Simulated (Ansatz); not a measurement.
La2O3:
```yaml
crystal:
  lattice:
    - [3.94040, 0.00000, 0.00000]
    - [-1.97020, 3.41249, 0.00000]
    - [0.00000, 0.00000, 6.18755]
  atoms:
    - { symbol: La, position: [0.66667, 0.33333, 0.75263] }
    - { symbol: La, position: [0.33333, 0.66667, 0.24737] }
    - { symbol: O, position: [0.66667, 0.33333, 0.35470] }
    - { symbol: O, position: [0.33333, 0.66667, 0.64530] }
    - { symbol: O, position: [0.00000, 0.00000, 0.00000] }
```

Relaxed with PBE. Independent-particle spectrum: no excitons, no local fields, no scissors shift; 0.1 eV broadening; ε₁ of the summed bands alone.

Question: Tabulate the dielectric function from the program Ansatz at the PBE level (PAW).

Answer: 

```
E (eV)  ε₁ xx  ε₂ xx  ε₁ zz  ε₂ zz
------  -----  -----  -----  -----
0.0      4.75   0.00   4.62   0.00
0.5      4.77   0.00   4.64   0.00
1.0      4.83   0.00   4.70   0.00
1.5      4.92   0.00   4.80   0.00
2.0      5.08   0.00   4.95   0.00
2.5      5.30   0.00   5.17   0.00
3.0      5.64   0.00   5.51   0.00
3.5      6.20   0.00   6.07   0.00
4.0      7.46   0.03   7.39   0.07
4.5      8.13   2.36   7.40   2.23
5.0      6.83   4.59   8.56   3.52
5.5      6.55   5.32   6.03   6.66
6.0      5.21   6.37   3.39   5.76
6.5      3.25   5.71   3.46   6.25
7.0      5.16   6.32   3.91   5.58
7.5      1.70   5.96   0.87   6.47
8.0      1.78   5.03   1.20   4.19
8.5      2.53   4.78   2.55   5.07
9.0      1.76   5.02   2.27   7.13
9.5      1.06   7.12  -0.75   5.55
10.0    -3.80   6.69  -3.56   4.42
10.5    -3.02   3.12  -2.37   1.74
11.0    -1.97   1.86  -1.35   1.10
11.5    -1.75   1.76  -0.87   0.93
12.0    -1.11   1.06  -0.35   0.64
```

Question: From ε at 4.2 eV (xx: 8.59 + 0.93i), find n, k, the normal reflectivity and the absorption coefficient.

Answer: n = 2.94, k = 0.158, R = 24 %, α = 2kE/ħc = 67000 cm⁻¹.

With all bands, ε∞ without local fields is 4.98 (xx = yy), 4.87 (zz). DFPT, with local fields, gives 4.81 (xx = yy), 4.69 (zz).

Space group P-3m1 (La2O3 or Ni2Al3 type). The PBE relaxation kept the symmetry of its start; phonons on a q-mesh show no instability. Scalar-relativistic: spin–orbit coupling is off unless named, which matters more the heavier the elements.

Potentials: the later of the program's two PAW sets.
